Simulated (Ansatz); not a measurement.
Relaxed SnO (litharge type, space group P4/nmm):

```
SnO
1.0
    3.79274     0.00000     0.00000
    0.00000     3.79274     0.00000
    0.00000     0.00000     4.76440
Sn O
2 2
Cartesian
  1.89637   0.00000   1.14642
  0.00000   1.89637   3.61798
  0.00000   0.00000   0.00000
  1.89637   1.89637   0.00000
```

Computed with r2SCAN+rVV10 (plane waves to 500 eV, PAW, scalar-relativistic; Ansatz, an electronic-structure program). k mesh 7×7×6 (Γ-centred), Fermi-Dirac smearing 0.05 eV. With partly filled bands, energies and forces of such displacements shift with the k mesh and the smearing. At this level the bands of SnO touch or barely overlap; measurements give the solid a gap. SnO was relaxed with its symmetry unable to fall. The PAW data are Ansatz's earlier set.

One atom of the cell was then moved (with its periodic images), all else fixed, and the forces (eV/Å) came out as:

```csv
atom,Fx,Fy,Fz
Sn1,0.035,0.082,0.003
Sn2,0.082,0.035,-0.003
O3,0.152,0.152,0.000
O4,-0.269,-0.269,0.000
```

Problem. Which atom was moved, and by which vector (Å)?

Solution. O4, by (0.03, 0.03, 0.00), 0.04 Å in all.

(A displaced cell: forces are minus the slopes of the energy, force constants its curvatures, and phonons follow from these.)
